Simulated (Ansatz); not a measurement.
Values for one crystal, relaxed and computed with DFT-r²SCAN in the program Ansatz with PAW potentials; other levels are named.

```yaml
volume_per_atom: 19.08 Å³
electronic_character: metallic (no gap)
Density of states at the Fermi level: 0.26 states/eV per atom (mean over ±0.08 eV)
Pressure derivative B′: 5.6
Gap with spin–orbit coupling: none (metallic)
Bulk modulus (Birch–Murnaghan fit): 85.4 GPa
```

Pick the material that matches.
(A) Sc, diamond
(B) Sn, bcc (W type)
(C) Ag, β-Sn type
(D) La, diamond

C, Ag, β-Sn type

Space group I4_1/amd (β-Sn type). The start of the workflow was typed in or built on a structure type; neither database checked (COD, Materials Project) lists it. It is not the phase usual at ambient conditions (space group No. 225). Symmetry was held in the r²SCAN relaxation; its stability against distortions is not shown here. No spin polarisation was allowed. Scalar-relativistic: spin–orbit coupling is off unless named, which matters more the heavier the elements.

Potentials: the earlier of the program's two PAW sets.
